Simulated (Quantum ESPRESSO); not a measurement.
HfSiO4, space group I4₁/amd (No. 141):

```xyz
12
Lattice="-3.2863 3.2863 2.9816 3.2863 -3.2863 2.9816 3.2863 3.2863 -2.9816" Properties=species:S:1:pos:R:3 pbc="T T T"
Hf     0.0000     3.2863     1.4908
Hf     0.0000     0.0000     0.0000
Si     3.2862     0.0000     1.4908
Si     0.0000     0.0000     2.9816
O      3.2863     2.0690    -1.0783
O      4.5035     0.0000     0.4125
O      0.0000     1.2173     1.9033
O      2.0690     0.0000     0.4125
O      3.2863     1.2173     2.5691
O      1.2173     0.0000     4.0599
O      3.2863    -1.2173     2.5691
O      2.0690     3.2863     1.0783
```
The cell was made here from an entry of the Crystallography Open Database (unchecked): atoms relaxed with PBE in the measured cell (PBE without dispersion, pw.x of a modified build of Quantum ESPRESSO, symmetry kept).  Stability against distortions was not tested. The run has no spin polarisation.

```
site  Wyckoff letter  site symmetry
----  --------------  -------------
Hf                 a           -4m2
Si                 b           -4m2
O                  h              m
```

Cores are frozen. Against all-electron runs on small test molecules, this scheme's |Vzz| missed by −6 % on Si, −2 to +6 % on O. Hf had no test against all-electron runs. Spin–orbit coupling is left out, a limit on Hf.

Task: Where does symmetry force the field gradient to vanish or to be axial, and what does the PAW reconstruction of the field gradient on a scalar-relativistic PBE ground state (Quantum ESPRESSO, JTH datasets) give?

Result: 
| site | by symmetry | Vzz (a.u.) | η_Q |
|---|---|---|---|
| Hf | axial, η = 0 (an axis of order 3 or more) | 1.393 | 0.00 |
| Si | axial, η = 0 (an axis of order 3 or more) | -0.209 | 0.00 |
| O | η is free | 0.480 | 0.87 |
